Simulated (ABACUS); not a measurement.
Consider a self-consistent single point of Ti (P6/mmm, 6 atoms in the cell; from Materials Project mp-72, changed as shown).

```
CELL_PARAMETERS angstrom
      4.47602     0.00000     0.00000
      0.00000     7.75270     0.00000
      0.00000     0.00000     2.76972
ATOMIC_POSITIONS crystal
  Ti 0.00000 0.00000 0.00000
  Ti 0.00000 0.33333 0.50000
  Ti 0.50000 0.16667 0.50000
  Ti 0.50000 0.50000 0.00000
  Ti 0.50000 0.83333 0.50000
  Ti 0.00000 0.66667 0.50000
```

Level of theory: LDA (PW92), numerical atomic orbitals TZDP (confined pseudo-atomic orbitals with Gaussian additions; energy shift 0.003 Ry), PseudoDojo 0.4 standard norm-conserving LDA (tails mended) pseudopotentials (ABACUS).

ABACUS settings:

```
setting                                                               value
---------------  ----------------------------------------------------------
basis                 TZDP numerical atomic orbitals, energy shift 0.003 Ry
KPT                                                       Gamma 6 4 8 0 0 0
basis_type                                                             lcao
dft_functional                                                        PWLDA
ecutwfc                                                              100 Ry
smearing_method                                                          fd
smearing_sigma                                                0.00367493 Ry
potentials       PseudoDojo 0.4 standard norm-conserving LDA (tails mended)
symmetry                                                                  1
symmetry_prec                                                         1e-05
ks_solver                                                           genelpa
scf_nmax                                                                100
scf_thr                                                             1.0e-06
mixing_type                                                         broyden
```

Results:

Number of valence electrons: 72
Number of bands: 46
Number of k-points after the program's reduction: 60
Size of the basis: 234
Number of SCF iterations: 13
Free energy E − TS: -9689.2291 eV
Fermi level (on the code's own zero): 14.32 eV
Pressure: -0.53 GPa

Stress (GPa, positive for compression):
```
-0.69   0.00   0.00
 0.00  -0.75   0.00
 0.00   0.00  -0.15
```

For comparison: a first run was changed to give this one (lattice scaled by 0.98), and from it to this one the free energy goes down by 25.7 meV/atom and the pressure goes from -7.38 to -0.53 GPa.

The atom-centred basis is finite, which shifts total energies and pressures against plane waves. The structure comes from a collection of computed structures, made at another level of theory; the collection holds predicted forms beside known ones. No clean gap shows at this smearing width and mesh (spacing up to 0.28 Å⁻¹); the mesh is coarse for partly filled bands, so the values carry mesh errors.

Cost on one core: very roughly 8 core-minutes.

The atomic orbitals were generated for these runs; they are not ABACUS's published sets and were checked against plane waves on a few crystals only.

“Tails mended”: in these copies of the files the far tail of each local potential was reset to the Coulomb form.
